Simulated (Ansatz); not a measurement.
YSi2Os2:
```
CELL_PARAMETERS angstrom
     -2.08354     2.08354     4.80455
      2.08354    -2.08354     4.80455
      2.08354     2.08354    -4.80455
ATOMIC_POSITIONS crystal
  Y  0.00000 0.00000 0.00000
  Os 0.75000 0.25000 0.50000
  Os 0.25000 0.75000 0.50000
  Si 0.37004 0.37004 0.00000
  Si 0.62996 0.62996 0.00000
```

Relaxed with r²SCAN. Special points in fractions of this cell's reciprocal vectors: Γ (0.000, 0.000, 0.000); X (0.000, 0.000, 0.500); P (0.250, 0.250, 0.250); N (0.000, 0.500, 0.000); M (0.500, 0.500, -0.500); S (0.297, 0.703, -0.297); S0 (-0.297, 0.297, 0.297); R (-0.094, 0.094, 0.500); G (0.500, 0.500, -0.094).

### Question
List the band energies nearest the Fermi level at these points for r²SCAN (plane waves, PAW; program Ansatz).

### Answer
In eV from the Fermi level; about four levels below and three above (degenerate sets whole), none deeper than 8.9 eV; points with the same levels are listed once.

| k | below | above |
|---|---|---|
| Γ | -0.77 -0.40 -0.40 -0.17 | 0.36 2.55 3.40 |
| X | -0.97 -0.68 -0.53 -0.38 | 2.63 2.81 4.13 |
| P | -0.86 -0.86 -0.49 -0.43 | 2.74 2.74 3.71 |
| N | -2.10 -1.93 -0.94 -0.23 | 1.18 3.00 3.36 |
| M | -3.10 -2.91 -2.65 -2.65 | 0.27 0.52 0.52 |
| S | -2.07 -1.65 -1.58 -1.56 | 0.94 1.48 2.25 |
| R | -2.31 -1.38 -0.55 -0.49 | 0.57 2.65 2.75 |

Space group I4/mmm. The workflow started from an entry of the Crystallography Open Database (COD). Whether it is the stable phase at ambient conditions was not checked. The r²SCAN relaxation kept the symmetry of its start; whether a distortion lowers the energy is not shown. No spin polarisation was allowed. Scalar-relativistic: spin–orbit coupling is off unless named, which matters more the heavier the elements.

Potentials: the later of the program's two PAW sets.
